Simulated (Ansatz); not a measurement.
Quadrupolar parameters in CsGa₃Se₂O₆F₆

The cell is a measured structure from the Crystallography Open Database (COD) whose atoms were relaxed with PBE, the cell held.

```cif
data_CsGa3Se2O6F6
_symmetry_space_group_name_H-M 'P6_3mc'
_symmetry_Int_Tables_number 186
_cell_length_a 7.1876
_cell_length_b 7.1876
_cell_length_c 11.8681
_cell_angle_alpha 90.000
_cell_angle_beta 90.000
_cell_angle_gamma 120.000
loop_
_atom_site_label
_atom_site_type_symbol
_atom_site_symmetry_multiplicity
_atom_site_Wyckoff_symbol
_atom_site_fract_x
_atom_site_fract_y
_atom_site_fract_z
Cs Cs 2 b 0.6667 0.3333 0.0763
Ga Ga 6 c 0.6672 0.8336 0.2702
Se9 Se 2 a 0.0000 0.0000 0.4857
Se11 Se 2 b 0.3333 0.6667 0.0523
O13 O 6 c 0.7488 0.8744 0.4246
O19 O 6 c 0.5842 0.7921 0.1130
F25 F 6 c 0.8705 0.7411 0.2285
F31 F 6 c 0.4630 0.9260 0.3081
```

One atom of each set is listed.

The numbers come from a DFT calculation in Ansatz (PBE, plane waves and PAW, scalar-relativistic, 420 eV cutoff, Γ-centred 3×3×2 k-points, Fermi–Dirac smearing 0.02 eV).

C_Q = eQV_zz/h, which is 24.18 MHz for Q = 1 b and V_zz = 10²¹ V/m²; η = (V_xx − V_yy)/V_zz.

Cs-133: I = 7/2, Q = -3.430 mb; ⁷¹Ga: I = 3/2, Q = 107.0 mb; ¹⁷O: I = 5/2, Q = -25.58 mb. Nuclear quadrupole moments: year-2017 set (Pyykkö).

Question: Give the quadrupolar parameters of the distinct sites.

Answer: 

```
site  atoms                                                      first shell  V_zz (10²¹ V/m²)     η  C_Q (MHz)
  Cs      2                           9 F at 3.12–3.74 Å, 9 O at 3.15–3.66 Å              1.07  0.00     -0.088
  Ga      6                           2 O at 1.90–1.94 Å, 4 F at 1.94–1.95 Å             -6.96  0.11      -18.0
 Se9      2                                                    3 O at 1.72 Å             -37.6  0.00          –
Se11      2                                                    3 O at 1.72 Å             -37.0  0.00          –
 O13      6  1 Se at 1.72 Å, 1 Ga at 1.90 Å, angle 130°; also 1 Cs at 3.15 Å             14.17  0.45      -8.76
 O19      6                       1 Se at 1.72 Å, 1 Ga at 1.94 Å, angle 130°             14.03  0.34      -8.68
 F25      6  2 Ga at 1.95 Å, angle 134°; also 1 Cs at 3.12 Å, 1 Se at 3.30 Å             11.65  0.47          –
 F31      6                                       2 Ga at 1.94 Å, angle 136°             11.86  0.35          –
```

An axis of threefold or higher order runs through Cs, Se9 and Se11, so V_zz lies along it and η is zero. At O13 and O19 V_zz points along the shorter of its two bonds, to Se (within 9°) in each case. At F25 and F31 V_zz runs parallel to the line that joins its two neighbours (within 1°) in each case.

Se, F have no stable isotope with a ground-state quadrupole moment in the table, so no C_Q is given.

Without spin–orbit coupling (the program notes it for Cs) the gradients are little affected as a rule: paired runs on crystals with a gap mostly move them by under 2 % at such atoms.
